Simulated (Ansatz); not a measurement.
Here is the system:

RuC:
```cif
data_CRu
_chemical_formula_sum 'Ru1 C1'
_space_group_name_H-M_alt 'P-6m2'
_space_group_IT_number 187
_space_group_name_Hall 'P -6 2'
_cell_length_a 2.92326
_cell_length_b 2.92326
_cell_length_c 2.67618
_cell_angle_alpha 90.000
_cell_angle_beta 90.000
_cell_angle_gamma 120.000
loop_
_atom_site_label
_atom_site_type_symbol
_atom_site_symmetry_multiplicity
_atom_site_Wyckoff_symbol
_atom_site_fract_x
_atom_site_fract_y
_atom_site_fract_z
_atom_site_occupancy
Ru1 Ru 1 a 0.00000 0.00000 0.00000 1
C1 C 1 f 0.66667 0.33333 0.50000 1
```

This is the PBE-relaxed structure.

Problem. All from plane-wave PAW PBE (Ansatz code), unless another level is named. Give the electronic character.

Solution. metallic (no gap).

Problem. And the formation energy from the elements (no fitted shifts)?

Solution. 61 kJ/mol-atom.

Problem. What about the gap with spin–orbit coupling?

Solution. none (metallic).

A made-up cell: these elements were put on the sites of a structure type; neither database checked (COD, Materials Project) lists it. Its standing as an ambient phase is unchecked. The cell was relaxed with PBE under the symmetry of its start; its stability against distortions is not shown here. No spin polarisation was allowed. The references are the lowest solids computed at this level, not always the standard phases. Scalar-relativistic: spin–orbit coupling is off unless named, which matters more the heavier the elements.

Potentials: the earlier of the program's two PAW sets.
